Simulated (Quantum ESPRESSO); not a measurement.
Si6AlAs, a curve over strain

A calculation, not a measurement. The program is pw.x of Quantum ESPRESSO 7.5 (plane-wave density functional theory). The cell is made up: 8 atoms on a zincblende/diamond lattice, with randomly drawn elements, strain and displacements, not relaxed. PseudoDojo standard norm-conserving files (v0.5 for PBE, v0.4.1 for LDA and PBEsol) set the functional; there is no spin polarisation, spin-orbit coupling or dispersion term, and the masses in the input are unused placeholders.

Seven runs add a strain to one cell (along z); the atoms follow the cell and are not relaxed. Stress in the table is positive in tension.

Input of the run at +0.0042:

```
&control calculation='scf', pseudo_dir='./dojo.nc.sr.pbe.v0_5.standard.upf', outdir='./o', disk_io='medium', tprnfor=.true., tstress=.true. /
&system ibrav=0, nat=8, ntyp=3, nbnd=31, ecutwfc=84.00895049, nosym=.true., tot_charge=0,
 occupations='smearing', smearing='fd', degauss=0.0073498644
/
&electrons conv_thr=7.350e-09, electron_maxstep=60, /
ATOMIC_SPECIES
Al 1.0 Al.upf
As 1.0 As.upf
Si 1.0 Si.upf
CELL_PARAMETERS angstrom
5.5816 0.0 0.0
0.0 5.5816 0.0
0.0 0.0 5.605
ATOMIC_POSITIONS angstrom
Si 0.0092 -0.0103 -0.1511
Al 0.0364 2.8469 2.7606
Si 2.6926 -0.0301 2.8782
Si 2.7042 2.6283 0.0374
As 1.397 1.4759 1.4595
Si 1.4526 4.1727 4.1931
Si 4.0544 1.4068 4.1666
Si 4.1478 4.2096 1.4127
K_POINTS automatic
6 6 6 1 1 1
```

```
added strain  free energy less that of the input shown (eV)  stress xx (GPa)  stress yy (GPa)  stress zz (GPa)  stress xy (GPa)  pressure (GPa)  iterations
     -0.0201                                         0.0239            -1.33            -0.82            -2.45            -0.03            1.53          10
     -0.0165                                         0.0152            -1.12            -0.62            -1.98            -0.03            1.24          10
     -0.0044                                        -0.0009            -0.43             0.04            -0.45            -0.03            0.28          10
     +0.0042                                         0.0000             0.01             0.47             0.62            -0.03           -0.37          10
     +0.0073                                         0.0026             0.16             0.61             1.01            -0.03           -0.59          10
     +0.0099                                         0.0061             0.29             0.73             1.32            -0.04           -0.78          10
     +0.0227                                         0.0350             0.87             1.28             2.86            -0.04           -1.67          10
```

A cubic fit gives a slope of stress zz against the added strain of 125 GPa at zero added strain, with the atoms clamped. Across the table the free energy follows the integral of the stress to within 0.3 meV. A rerun of one of the cells at 1437 eV and a 8 x 8 x 8 mesh moved values by no more than 0.002 eV in energy, 0.02 GPa in stress and 0.003 eV/Å in force.